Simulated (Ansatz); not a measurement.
FeBiO3 in space group Ima2 (No. 46; Bi on 4b, Fe on 4a, O on 8c, O on 4b), DFT-PBE in the program Ansatz with PAW potentials. The conduction-band minimum lies at V2, with 2 equivalent valleys. Second derivatives d²E/dk² of the lowest band at one valley (eV·Å²), along Cartesian directions:

```csv
direction,d²E/dk²
[100],4.062
[010],1.843
[001],2.354
[110],4.358
[101],2.885
[011],1.689
```

Find the principal effective masses, the density-of-states mass and the conductivity mass.

Off-diagonal terms follow from H_xy = H[110] − (H_xx + H_yy)/2, and m*/mₑ = 7.620 eV·Å² over each eigenvalue: 1.6, 3.3, 6.8. One valley's DOS mass (m₁m₂m₃)^(1/3) = 3.3, conductivity mass 3/(Σ 1/mᵢ) = 2.8 mₑ.

What effective density of states Nc follows at 300 K for parabolic valleys?

Nc = 2.509e19 × 2 × (3.3)^(3/2) ≈ 3.0e20 cm⁻³.

The start of the workflow was typed in or built on a structure type; neither database checked (COD, Materials Project) lists it. It is not the phase usual at ambient conditions (space group No. 161). Symmetry was held in the PBE relaxation, as lowered by the spin order; whether a distortion lowers the energy is not shown. The final state is antiferromagnetic, chosen from 3 collinear starts compared on coarse meshes (ties went to the first, and starts can fall back to one state), not a proven ground state. No Hubbard U is applied. Point labels and valley counts follow the cell and symmetry of the run, lower than the named group. Spin–orbit coupling is left out wherever it is not named.

Potentials: the earlier of the program's two PAW sets.

Edges and masses are those of Kohn–Sham bands, whose gap is no quasiparticle gap.
